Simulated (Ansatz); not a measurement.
The elements of this relaxed trial crystal are hidden behind letters.

```
lattice vectors (Å)
   7.0405    0.0000    0.0000
  -3.5202    6.0972    0.0000
   0.0000    0.0000    3.5969
fractional positions
X 0.8372 0.6745 0.2500
X 0.1628 0.8372 0.7500
X 0.3255 0.1628 0.2500
X 0.1628 0.3255 0.7500
X 0.8372 0.1628 0.2500
X 0.6745 0.8372 0.7500
Z 0.3333 0.6667 0.2500
Z 0.6667 0.3333 0.7500
```

Computed with DFT PBE, scalar-relativistic, plane waves, PAW (Ansatz). Plane waves to 420 eV, a 6×6×10 mesh through Γ for the 8-atom cell and 0.10 eV Gaussian smearing; no spin polarisation.

```
Space group                               : P6_3/mmc (No. 194)
Conventional cell                         : a = 7.040 Å, c = 3.597 Å
Volume per atom                           : 19.30 Å³
Density                                   : 5.92 g/cm³
Formation energy                          : +0.04 eV/atom
Gap on the 6×6×10 mesh of the 8-atom cell : 0 eV (a metal)
```

Energies are uncorrected and count from the elements' standard states at the same level.

Q: X is a d-block element of period 4 and Z is a p-block element of period 4. Which elements are they?

A: X = Zn, Z = Se, so the formula is Zn3Se. Density times volume gives a mean mass of 5.92 × 19.30/1.6605 = 68.8 u per atom, and this set has 68.8 u. Among the elements that the hints allow, noble gases aside, only these give it. Around Zn lie 4 Zn at 2.68 Å and 2 Se at 2.75 Å; around Se lie 6 Zn at 2.75 Å.

A structure relaxed within its symmetry needn't be a true minimum.
